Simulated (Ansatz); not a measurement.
OsCl4:
```cif
data_Cl4Os
_chemical_formula_sum 'Cl4 Os1'
_space_group_name_H-M_alt 'P 1'
_space_group_IT_number 1
_cell_length_a 5.66380
_cell_length_b 5.66380
_cell_length_c 3.52812
_cell_angle_alpha 90.000
_cell_angle_beta 90.000
_cell_angle_gamma 90.412
loop_
_space_group_symop_operation_xyz
  'x, y, z'
loop_
_atom_site_label
_atom_site_type_symbol
_atom_site_fract_x
_atom_site_fract_y
_atom_site_fract_z
_atom_site_occupancy
Cl1 Cl 0.80510 0.19490 0.50000 1
Cl2 Cl 0.19490 0.80510 0.50000 1
Os1 Os 0.00000 0.00000 0.00000 1
Cl3 Cl 0.28385 0.28385 0.00000 1
Cl4 Cl 0.71615 0.71615 0.00000 1
```

Relaxed with r²SCAN+D4.

### Question
Which orbitals make up the states near the Fermi level in DFT-r²SCAN+D4 in the program Ansatz with PAW potentials?

### Answer
Within 0.5 eV of the Fermi level: Os 5d 57 %, Cl 3p 41 %. Projections are on Löwdin-orthogonalised atomic valence shells; empty p or d shells of many metals are not among them.

### Question
Tabulate the density of states.

### Answer
States/eV per cell of 5 atoms, in 0.25 eV bins, energy from the Fermi level.

```tsv
E (eV)	total	Cl 3p	Os 5d	Cl 3s
-7.25	0.00	0.00	0.00	0.00
-7.00	1.10	0.77	0.12	0.01
-6.75	1.83	1.29	0.26	0.07
-6.50	2.73	1.89	0.50	0.13
-6.25	4.72	3.10	1.25	0.13
-6.00	3.92	2.64	1.14	0.07
-5.75	5.44	3.76	1.38	0.16
-5.50	6.32	4.32	1.67	0.19
-5.25	6.88	4.91	1.64	0.19
-5.00	3.96	3.03	0.80	0.07
-4.75	3.81	2.91	0.79	0.05
-4.50	4.08	3.17	0.80	0.06
-4.25	2.22	1.75	0.40	0.03
-4.00	3.30	2.72	0.51	0.02
-3.75	3.35	2.86	0.43	0.02
-3.50	4.01	3.62	0.31	0.03
-3.25	6.01	5.06	0.85	0.03
-3.00	3.51	3.25	0.20	0.02
-2.75	4.97	4.65	0.25	0.03
-2.50	3.73	3.49	0.20	0.01
-2.25	7.79	7.52	0.22	0.01
-2.00	7.62	7.32	0.25	0.01
-1.75	4.23	3.99	0.20	0.01
-1.50	1.20	0.63	0.50	0.02
-1.25	0.85	0.26	0.54	0.01
-1.00	1.82	0.29	1.46	0.01
-0.75	3.23	0.64	2.52	0.00
-0.50	1.39	0.35	1.02	0.00
-0.25	4.92	1.99	2.86	0.00
0.00	6.55	2.74	3.73	0.01
0.25	3.97	1.66	2.27	0.00
0.50	0.56	0.23	0.33	0.00
0.75	0.00	0.00	0.00	0.00
1.00	0.00	0.00	0.00	0.00
1.25	0.00	0.00	0.00	0.00
1.50	0.00	0.00	0.00	0.00
1.75	0.00	0.00	0.00	0.00
2.00	0.00	0.00	0.00	0.00
2.25	1.21	0.42	0.68	0.05
2.50	3.27	1.19	1.81	0.11
2.75	3.44	1.30	1.89	0.12
3.00	1.98	0.75	1.04	0.09
3.25	2.85	1.20	1.40	0.10
3.50	3.25	1.40	1.56	0.11
3.75	0.00	0.00	0.00	0.00
4.00	0.00	0.00	0.00	0.00
4.25	0.00	0.00	0.00	0.00
4.50	0.00	0.00	0.00	0.00
4.75	0.00	0.00	0.00	0.00
```

Space group Cmmm. The workflow started from an entry of the Crystallography Open Database (COD). Its standing as an ambient phase is unchecked. The cell was relaxed with r²SCAN+D4 under the symmetry of its start; its stability against distortions is not shown here. No spin polarisation was allowed. Spin–orbit coupling is left out wherever it is not named.

Potentials: the later of the program's two PAW sets.
